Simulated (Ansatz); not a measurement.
Input:

ScSi:
```
CELL_PARAMETERS angstrom
      1.95652    -4.86543     0.00000
      1.95652     4.86543     0.00000
      0.00000     0.00000     3.60682
ATOMIC_POSITIONS crystal
  Sc 0.13889 0.86111 0.75000
  Sc 0.86111 0.13889 0.25000
  Si 0.41812 0.58188 0.75000
  Si 0.58188 0.41812 0.25000
```

This is the LDA-relaxed structure.

**Question.** All from DFT-LDA in the program Ansatz with PAW potentials, unless another level is named. Estimate the electronic character.

**Answer.** metallic (no gap).

**Question.** What about the formation energy from the elements (no fitted shifts)?

**Answer.** -0.93 eV/atom.

**Question.** Next, the density of states at the Fermi level?

**Answer.** 0.53 states/eV per atom (mean over ±0.08 eV).

Space group Cmcm. The first step of the workflow began from a Materials Project structure, measured or hypothetical; the Crystallography Open Database copy checked does not list it. Its standing as an ambient phase is unchecked. The LDA relaxation kept the symmetry of its start; whether a distortion lowers the energy is not shown. The run is not spin-polarised. The references are the lowest solids computed at this level, not always the standard phases.

Potentials: the earlier of the program's two PAW sets. The files were generated under PBE; for other functionals the program regenerates the frozen cores, and for LDA and PBEsol the local potential too.
